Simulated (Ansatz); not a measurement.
SrO (NiAs type, P6_3/mmc) under volume change, the program Ansatz at the PBEsol level (PAW), shape and atoms relaxed at each volume.

| V (Å³/atom) | E − E(relaxed) (meV/atom) | P (GPa) |
|---|---|---|
| 15.037 | 44.3 | 10.38 |
| 15.533 | 18.6 | 6.35 |
| 16.029 | 4.4 | 2.92 |
| 16.525 | 0.0 | 0.00 |
| 17.020 | 3.9 | -2.49 |
| 17.516 | 15.0 | -4.60 |
| 18.012 | 32.1 | -6.41 |

Task: What does a third-order Birch–Murnaghan fit give for V₀, B₀ and B′?

Result: V₀ = 16.52 Å³/atom, B₀ = 89.6 GPa, B′ = 4.3.

The workflow started from a Materials Project entry (that database holds measured and hypothetical structures alike); the Crystallography Open Database copy checked does not list it. It is not the phase usual at ambient conditions (space group No. 225). Symmetry was held in the PBEsol relaxation; whether a distortion lowers the energy is not shown.

Potentials: the later of the program's two PAW sets.
